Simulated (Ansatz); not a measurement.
BP:
```yaml
crystal:
  lattice:
    - [0.00000, 2.26821, 2.26821]
    - [2.26821, 0.00000, 2.26821]
    - [2.26821, 2.26821, 0.00000]
  atoms:
    - { symbol: B, position: [0.00000, 0.00000, 0.00000] }
    - { symbol: P, position: [0.75000, 0.75000, 0.75000] }
```

Relaxed with r²SCAN.

Question: Which orbitals make up the states near the band edges in the program Ansatz at the r²SCAN level (PAW)?

Answer: Top 1 eV of the valence band: B 2p 51 %, P 3p 45 %. Bottom 1 eV of the conduction band: P 3p 25 %, B 2s 24 %, B 2p 23 %, P 3s 11 %, outside the projected shells 17 %. Projections are on Löwdin-orthogonalised atomic valence shells; empty p or d shells of many metals are not among them.

Question: Tabulate the density of states.

Answer: States/eV per cell of 2 atoms, in 0.25 eV bins, energy from the valence-band maximum.

| E (eV) | total | P 3p | B 2p | B 2s |
|---|---|---|---|---|
| -7.85 | 0.49 | 0.23 | 0.10 | 0.10 |
| -7.60 | 0.40 | 0.18 | 0.09 | 0.08 |
| -7.35 | 0.36 | 0.16 | 0.08 | 0.07 |
| -7.10 | 0.32 | 0.14 | 0.08 | 0.06 |
| -6.85 | 0.28 | 0.12 | 0.07 | 0.05 |
| -6.60 | 0.31 | 0.14 | 0.09 | 0.04 |
| -6.35 | 0.55 | 0.28 | 0.19 | 0.04 |
| -6.10 | 0.78 | 0.41 | 0.29 | 0.05 |
| -5.85 | 0.75 | 0.38 | 0.27 | 0.05 |
| -5.60 | 0.71 | 0.35 | 0.26 | 0.05 |
| -5.35 | 0.71 | 0.35 | 0.27 | 0.05 |
| -5.10 | 0.77 | 0.38 | 0.30 | 0.05 |
| -4.85 | 0.81 | 0.40 | 0.32 | 0.05 |
| -4.60 | 0.90 | 0.45 | 0.36 | 0.04 |
| -4.35 | 1.06 | 0.54 | 0.44 | 0.04 |
| -4.10 | 1.07 | 0.55 | 0.46 | 0.04 |
| -3.85 | 1.03 | 0.52 | 0.44 | 0.03 |
| -3.60 | 1.01 | 0.51 | 0.44 | 0.03 |
| -3.35 | 0.96 | 0.48 | 0.42 | 0.03 |
| -3.10 | 0.94 | 0.48 | 0.42 | 0.02 |
| -2.85 | 0.92 | 0.46 | 0.42 | 0.02 |
| -2.60 | 0.90 | 0.45 | 0.41 | 0.02 |
| -2.35 | 0.86 | 0.43 | 0.40 | 0.01 |
| -2.10 | 0.85 | 0.42 | 0.40 | 0.01 |
| -1.85 | 0.68 | 0.33 | 0.32 | 0.01 |
| -1.60 | 0.50 | 0.24 | 0.24 | 0.01 |
| -1.35 | 0.40 | 0.19 | 0.19 | 0.01 |
| -1.10 | 0.31 | 0.15 | 0.15 | 0.00 |
| -0.85 | 0.25 | 0.11 | 0.12 | 0.00 |
| -0.60 | 0.19 | 0.08 | 0.10 | 0.00 |
| -0.35 | 0.12 | 0.05 | 0.07 | 0.00 |
| -0.10 | 0.03 | 0.01 | 0.02 | 0.00 |
| 0.15 | 0.00 | 0.00 | 0.00 | 0.00 |
| 0.40 | 0.00 | 0.00 | 0.00 | 0.00 |
| 0.65 | 0.00 | 0.00 | 0.00 | 0.00 |
| 0.90 | 0.00 | 0.00 | 0.00 | 0.00 |
| 1.15 | 0.00 | 0.00 | 0.00 | 0.00 |
| 1.40 | 0.01 | 0.00 | 0.00 | 0.00 |
| 1.65 | 0.12 | 0.03 | 0.02 | 0.04 |
| 1.90 | 0.21 | 0.05 | 0.04 | 0.06 |
| 2.15 | 0.30 | 0.07 | 0.07 | 0.07 |
| 2.40 | 0.39 | 0.09 | 0.10 | 0.07 |
| 2.65 | 0.45 | 0.11 | 0.13 | 0.08 |
| 2.90 | 0.52 | 0.13 | 0.16 | 0.08 |
| 3.15 | 0.61 | 0.15 | 0.19 | 0.08 |
| 3.40 | 0.70 | 0.18 | 0.22 | 0.08 |
| 3.65 | 0.82 | 0.22 | 0.27 | 0.08 |
| 3.90 | 0.95 | 0.25 | 0.32 | 0.08 |
| 4.15 | 1.33 | 0.32 | 0.44 | 0.14 |
| 4.40 | 1.66 | 0.37 | 0.56 | 0.18 |
| 4.65 | 0.93 | 0.23 | 0.34 | 0.06 |
| 4.90 | 0.59 | 0.16 | 0.19 | 0.04 |
| 5.15 | 1.11 | 0.38 | 0.34 | 0.08 |
| 5.40 | 1.06 | 0.37 | 0.31 | 0.09 |
| 5.65 | 1.13 | 0.38 | 0.31 | 0.11 |
| 5.90 | 1.29 | 0.42 | 0.35 | 0.12 |
| 6.15 | 1.20 | 0.37 | 0.33 | 0.11 |

Space group F-43m (zinc blende). Symmetry was held in the r²SCAN relaxation; phonons on a q-mesh show no instability.

Potentials: the earlier of the program's two PAW sets.
